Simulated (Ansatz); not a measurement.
This guess for RbGe4N2 is about to be relaxed.

```cif
data_structure
_symmetry_space_group_name_H-M 'P3m1'
_symmetry_Int_Tables_number 156
_cell_length_a 3.7563
_cell_length_b 3.7563
_cell_length_c 12.1240
_cell_angle_alpha 90.000
_cell_angle_beta 90.000
_cell_angle_gamma 120.000
_cell_volume 148.15
loop_
_atom_site_label
_atom_site_type_symbol
_atom_site_symmetry_multiplicity
_atom_site_Wyckoff_symbol
_atom_site_fract_x
_atom_site_fract_y
_atom_site_fract_z
_atom_site_occupancy
Rb1 Rb 1 a 0.00000 0.00000 0.70332 1
Ge1 Ge 1 b 0.33333 0.66667 0.74330 1
Ge2 Ge 1 b 0.33333 0.66667 0.27007 1
Ge3 Ge 1 a 0.00000 0.00000 0.49218 1
Ge4 Ge 1 a 0.00000 0.00000 0.99023 1
N1 N 1 c 0.66667 0.33333 0.39281 1
N2 N 1 b 0.33333 0.66667 0.07610 1
```

Method: DFT PBE, scalar-relativistic, plane waves, PAW in Ansatz. Cutoff 420 eV, Gaussian smearing, Γ-centred meshes. Cell and atoms relax first on a coarse mesh and then on a finer one. In between, the cell is made exact in the group found at 0.06 Å. In metals the finer mesh still leaves noise of several meV/atom or more. The steps can't lower the symmetry of their start. No spin polarisation.

A guess keeps its type if space group and coordination stay and the shape of the cell changes little (axis ratios within about 15 %, angles within 6°); the volume may change.

Question: Does this structure survive the relaxation?

Answer: It doesn't keep its type. The symmetry stays P3m1 (No. 156). The volume per atom shrinks by 17.0 %, from 21.2 to 17.6 Å³. The shortest distance goes from 2.22 Å (Rb–Ge) to 2.03 Å (Ge–N). The ratio c/a of the conventional cell changes by a factor of 1.44. Counting neighbours within 15 % of an atom's shortest distance, the start has Ge 3/4, N 4/6, Rb 3 and the end Ge 1/3/10, N 3/4, Rb 10. In detail, at the end Rb is surrounded by 3 N at 2.83 Å, 6 Rb at 3.13 Å, 1 Ge at 3.15 Å and 3 Ge at 3.65 Å; Ge on its first site has 3 Ge at 2.95 Å, 6 Ge at 3.13 Å, 1 N at 3.26 Å and 3 Rb at 3.65 Å; N on its first site is surrounded by 3 Ge at 2.05 Å and 3 Rb at 2.83 Å; 4 more sites not described.

```cif
data_structure
_symmetry_space_group_name_H-M 'P 1'
_symmetry_Int_Tables_number 1
_cell_length_a 3.1275
_cell_length_b 3.1275
_cell_length_c 14.5220
_cell_angle_alpha 90.000
_cell_angle_beta 90.000
_cell_angle_gamma 120.000
_cell_volume 123.01
loop_
_atom_site_label
_atom_site_type_symbol
_atom_site_fract_x
_atom_site_fract_y
_atom_site_fract_z
_atom_site_occupancy
Rb1 Rb 0.00000 0.00000 0.62996 1
Ge1 Ge 0.33333 0.66667 0.84815 1
Ge2 Ge 0.33333 0.66667 0.21597 1
Ge3 Ge 0.00000 0.00000 0.41294 1
Ge4 Ge 0.00000 0.00000 0.00858 1
N1 N 0.66667 0.33333 0.47982 1
N2 N 0.33333 0.66667 0.07257 1
```

Formation energies are uncorrected and refer to the elements' standard structures at the same level (N₂ as a molecule).

Question: At what energy does it end?

Answer: +0.37 eV/atom. The separate elements lie lower, so it is unstable against them.

The last run used a 15×15×4 mesh (in the run's order of axes) for its 7-atom cell and Gaussian smearing of 0.10 eV. No dispersion correction is applied, so the spacing and binding between layers, chains or molecules are poorly described. An odd number of electrons in the primitive cell allows no gap without spin; a larger cell or a magnetic state could open one. Symmetry constrained the relaxation, so the result can be a saddle point.

In counts of neighbours, a slash parts the counts of unlike sites.
